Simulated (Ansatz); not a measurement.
The slice is one period of a {100} plane through atoms; its size isn't given.

Level of theory: PBEsol (plane waves to 420 eV, PAW, scalar-relativistic; Ansatz, a quantum-chemistry and plane-wave program). Inside the PAW spheres the values are not all-electron values, and peaks at nuclei hang on which shells count as valence.

```
|998765433322222333456789|
|887654433222222233445678|
|776554333222222233345567|
|665544332221112223344556|
|554443322211111222334445|
|444333222111111122233344|
|333332221111011112223333|
|333322211100000111222333|
|332222111000000011122223|
|222221110000000001112222|
|222211110000000001111222|
|222211100000000000111222|
|222211110000000001111222|
|222221110000000001112222|
|332222111000000011122223|
|333322211100000111222333|
|333332221111011112223333|
|444333222111111122233344|
|554443322211111222334445|
|665544332221112223344556|
|776554333222222233345567|
|887654433222222233445678|
|998765433322222333456789|
|998765433322222333456789|
```
Scale: ten equal steps from -1.74 (start of '0') to 1.53 (end of '9'), in the order '0123456789'. Values: log₁₀ of the valence density in e/Å³. The map has 24 points along u (one character each, u = 0 at the left) and 24 along v (v = 0 in the bottom row). The scale is logarithmic, as a density can span decades between atoms and voids.

```
|xxx+#@@@@%*=-=*%@@@@#+xx|
|xxx*%@@@@#+---+#@@@@%*xx|
|=+*%%@@@%*=-:-=*%@@@%%*+|
|##%%@@@%#+-:::-+#%@@@%%#|
|@@@@@@%#*=-...-=*#%@@@@@|
|@@@@@%#*=-:...:-=*#%@@@@|
|@@@@%#*+-:.   .:-+*#%@@@|
|@@@%#*=-:.     .:-=*#%@@|
|%%#*+=-:.       .:-=+*#%|
|**+=--:.         .:--=+*|
|==--:..           ..:--=|
|---::..           ..::--|
|==--:..           ..:--=|
|**+=--:.         .:--=+*|
|%%#*+=-:.       .:-=+*#%|
|@@@%#*=-:.     .:-=*#%@@|
|@@@@%#*+-:.   .:-+*#%@@@|
|@@@@@%#*=-:...:-=*#%@@@@|
|@@@@@@%#*=-...-=*#%@@@@@|
|##%%@@@%#+-:::-+#%@@@%%#|
|=+*%%@@@%*=-:-=*%@@@%%*+|
|xxx*%@@@@#+---+#@@@@%*xx|
|xxx+#@@@@%*=-=*%@@@@#+xx|
|xxx=#@@@@%*=-=*%@@@@#=xx|
```
Scale: ten equal steps from 0.01 (start of ' ') to 0.73 (end of '@'), in the order ' .:-=+*#%@'. Values: electron localisation function (ELF). The map has 24 points along u (one character each, u = 0 at the left) and 24 along v (v = 0 in the bottom row). Points within 0.5 Å of a nucleus are blanked (x), as the pseudised field means little there.

**Question.** Which relaxed crystal do these maps come from?
A. AlAs (zinc blende)
B. HgTe (zinc blende)
C. HgS (zinc blende)

**Answer.** A, AlAs (zinc blende). Atoms on the slice: As at (0.00, 0.00)

All were relaxed with their symmetry unable to fall. At this level the bands of HgS touch or barely overlap. At this level the bands of HgTe touch or barely overlap. Spin-orbit coupling is left out.
